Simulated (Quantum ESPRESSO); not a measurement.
# Strain and stress in B3SiP3C

These are calculations, not measurements. They come from pw.x of Quantum ESPRESSO 7.5, a plane-wave density functional program, with PseudoDojo standard norm-conserving files (v0.5 for PBE, v0.4.1 for LDA and PBEsol). The cells are made up: elements, strain and atom displacements were drawn at random, and nothing was relaxed. There is no spin polarisation, spin-orbit coupling or dispersion term.

The cell has 8 sites of a zincblende or diamond lattice. Sites 1 to 4 hold B B Si B; sites 5 to 8 hold P P C P. Cell vectors in Å: (4.553, -0.013, 0.002); (-0.013, 4.497, -0.002); (0.002, -0.002, 4.437). Settings: PBE, cutoff 1116 eV, 4 x 4 x 4 k mesh shifted by half a step, Fermi-Dirac smearing of 0.025 eV.

Each run adds a shear xy (given as the tensor component) to one cell, with the atoms carried along; the vectors above are those of run 4. Stress is positive in tension and P is minus a third of its trace. E is the free energy for each atom above the lowest run shown. The last column is band 17 less band 16 at Gamma, from a band step after each run.

```
run,strain (%),s_xx (GPa),s_yy (GPa),s_zz (GPa),s_xy (GPa),P (GPa),E (meV/atom),level step at Gamma (eV)
1,-2.23,-15.55,-17.24,-18.27,-8.01,17.02,9.05,0.732
2,-1.51,-15.19,-16.85,-18.25,-4.71,16.76,2.25,0.793
3,-1.23,-15.07,-16.72,-18.26,-3.43,16.69,0.51,0.814
4,0.21,-14.79,-16.39,-18.48,3.13,16.55,0.00,0.891
5,1.17,-14.90,-16.43,-18.79,7.50,16.71,7.55,0.888
7,1.70,-15.03,-16.53,-19.00,9.92,16.86,14.11,0.872
6,1.47,?,?,?,?,?,?,?
```

A rerun of one of these cells at 1347 eV and k mesh 6 x 6 x 6 moved values by no more than 0.006 eV in the cell's energy, 0.02 GPa in stress and 0.004 eV/Å in force.

## Worked fit

A parabola through the six runs shown gives s_xy = 2.18 + 4.56 e - 0.004 e² GPa, with e in per cent and a scatter of 0.01 GPa. The slope is a stiffness of 456 ± 1 GPa for each unit of this strain at e = 0, twice a shear constant under the stress shown, since the tensor component is half the shear angle. The atoms are clamped, and relaxing them would in general lower it. The error is the larger of the fit's own and the change that a cubic makes, rounded up.

## Withheld run

Question: what s_xy should run 6 give?

The fit gives 8.87 GPa. The calculation gave 8.87 GPa.

```
run,strain (%),s_xx (GPa),s_yy (GPa),s_zz (GPa),s_xy (GPa),P (GPa),E (meV/atom),level step at Gamma (eV)
6,1.47,-14.96,-16.48,-18.90,8.87,16.78,10.98,0.880
```